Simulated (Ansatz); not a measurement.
# An Ansatz input for WS2 with an S vacancy

```yaml
crystal:
  lattice:
    - [9.54, 0.0, 0.0]
    - [-4.77, 8.261882352, 0.0]
    - [0.0, 0.0, 12.5]
  atoms:
    - { symbol: W, position: [0.1111111111, 0.2222222222, 0.25] }
    - { symbol: W, position: [0.1111111111, 0.5555555556, 0.25] }
    - { symbol: W, position: [0.1111111111, 0.8888888889, 0.25] }
    - { symbol: W, position: [0.4444444444, 0.2222222222, 0.25] }
    - { symbol: W, position: [0.4444444444, 0.5555555556, 0.25] }
    - { symbol: W, position: [0.4444444444, 0.8888888889, 0.25] }
    - { symbol: W, position: [0.7777777778, 0.2222222222, 0.25] }
    - { symbol: W, position: [0.7777777778, 0.5555555556, 0.25] }
    - { symbol: W, position: [0.7777777778, 0.8888888889, 0.25] }
    - { symbol: W, position: [0.2222222222, 0.1111111111, 0.75], spin: 0.5 }
    - { symbol: W, position: [0.2222222222, 0.4444444444, 0.75], spin: 0.5 }
    - { symbol: W, position: [0.2222222222, 0.7777777778, 0.75] }
    - { symbol: W, position: [0.5555555556, 0.1111111111, 0.75] }
    - { symbol: W, position: [0.5555555556, 0.4444444444, 0.75] }
    - { symbol: W, position: [0.5555555556, 0.7777777778, 0.75] }
    - { symbol: W, position: [0.8888888889, 0.1111111111, 0.75], spin: 0.5 }
    - { symbol: W, position: [0.8888888889, 0.4444444444, 0.75] }
    - { symbol: W, position: [0.8888888889, 0.7777777778, 0.75] }
    - { symbol: S, position: [0.1111111111, 0.5555555556, 0.625] }
    - { symbol: S, position: [0.1111111111, 0.8888888889, 0.625] }
    - { symbol: S, position: [0.4444444444, 0.2222222222, 0.625] }
    - { symbol: S, position: [0.4444444444, 0.5555555556, 0.625] }
    - { symbol: S, position: [0.4444444444, 0.8888888889, 0.625] }
    - { symbol: S, position: [0.7777777778, 0.2222222222, 0.625] }
    - { symbol: S, position: [0.7777777778, 0.5555555556, 0.625] }
    - { symbol: S, position: [0.7777777778, 0.8888888889, 0.625] }
    - { symbol: S, position: [0.2222222222, 0.1111111111, 0.125] }
    - { symbol: S, position: [0.2222222222, 0.4444444444, 0.125] }
    - { symbol: S, position: [0.2222222222, 0.7777777778, 0.125] }
    - { symbol: S, position: [0.5555555556, 0.1111111111, 0.125] }
    - { symbol: S, position: [0.5555555556, 0.4444444444, 0.125] }
    - { symbol: S, position: [0.5555555556, 0.7777777778, 0.125] }
    - { symbol: S, position: [0.8888888889, 0.1111111111, 0.125] }
    - { symbol: S, position: [0.8888888889, 0.4444444444, 0.125] }
    - { symbol: S, position: [0.8888888889, 0.7777777778, 0.125] }
    - { symbol: S, position: [0.1111111111, 0.2222222222, 0.875] }
    - { symbol: S, position: [0.1111111111, 0.5555555556, 0.875] }
    - { symbol: S, position: [0.1111111111, 0.8888888889, 0.875] }
    - { symbol: S, position: [0.4444444444, 0.2222222222, 0.875] }
    - { symbol: S, position: [0.4444444444, 0.5555555556, 0.875] }
    - { symbol: S, position: [0.4444444444, 0.8888888889, 0.875] }
    - { symbol: S, position: [0.7777777778, 0.2222222222, 0.875] }
    - { symbol: S, position: [0.7777777778, 0.5555555556, 0.875] }
    - { symbol: S, position: [0.7777777778, 0.8888888889, 0.875] }
    - { symbol: S, position: [0.2222222222, 0.1111111111, 0.375] }
    - { symbol: S, position: [0.2222222222, 0.4444444444, 0.375] }
    - { symbol: S, position: [0.2222222222, 0.7777777778, 0.375] }
    - { symbol: S, position: [0.5555555556, 0.1111111111, 0.375] }
    - { symbol: S, position: [0.5555555556, 0.4444444444, 0.375] }
    - { symbol: S, position: [0.5555555556, 0.7777777778, 0.375] }
    - { symbol: S, position: [0.8888888889, 0.1111111111, 0.375] }
    - { symbol: S, position: [0.8888888889, 0.4444444444, 0.375] }
    - { symbol: S, position: [0.8888888889, 0.7777777778, 0.375] }
magnetization:
  spin_polarized: true
total_charge: 1
kpoints:
  mp_grid: { grid: [3, 3, 2] }
scf:
  occupations: { method: fermi_dirac, width: 0.01 }
  max_iter: 80
hamiltonian:
  xc: pbe
  pseudopotentials: { kind: paw }
output:
  forces: true
  stress: true
  populations: true
  efg: { quadrupole_moments_barn: { S: -0.0694 }, contact_densities: true }
basis:
  ecutwfc: "20 eV"
```

```sh
ansatz run input.yaml --threads 4 --pin off --max-ram 10240MiB --backend cpu --events-out ev --progress --plain --runs-dir out
```

Task: What happens when this input is run?

Result: The input was rejected before any iteration. The input holds a cutoff far too low. The program says:

```
Error: inconsistent input (basis.ecutwfc, kpoints): the smallest per-k basis holds n_pw = 190 plane waves (k-point 1, counted from 0 among those solved) but the deck needs at least 232 band(s) per channel, and no run solves more bands than the smallest per-k basis has plane waves; raise basis.ecutwfc until the smallest per-k basis, which caps the automatic band count, holds at least 232 plane waves
```

Against a sound input the change was `basis.ecutwfc`: not typed → 20 eV; `scf.max_iter`: not typed → 80.

With the sound settings the run converges and gives V_zz (10²¹ V/m²) W1 -16.82 (η 0.00), W2 -16.87 (η 0.00), W6 -16.77 (η 0.00), W8 -16.78 (η 0.00), W10 -22.2 (η 0.39), W12 -16.00 (η 0.11), among others; a site carries the number of its first atom in the input. The defect repeats with the cell of 53 atoms, so it feels its images: sites between two images don't show the values beside a lone defect, and zeros or small values of η there can come from the images' arrangement. S and W carry a gradient in the pure host already, so the values there aren't the defect's effect alone. A uniform background compensates the cell's charge. The defect cell has no gap above 0.1 eV on its mesh, so the values can hang on the smearing and the k-mesh. Without spin–orbit coupling the gradients at and beside W can be off by some per cent, at some sites by more. The start moments die out, and the run ends without spin. The neighbours have not yet relaxed around the defect (largest force 0.83 eV/Å), so a real crystal will differ.
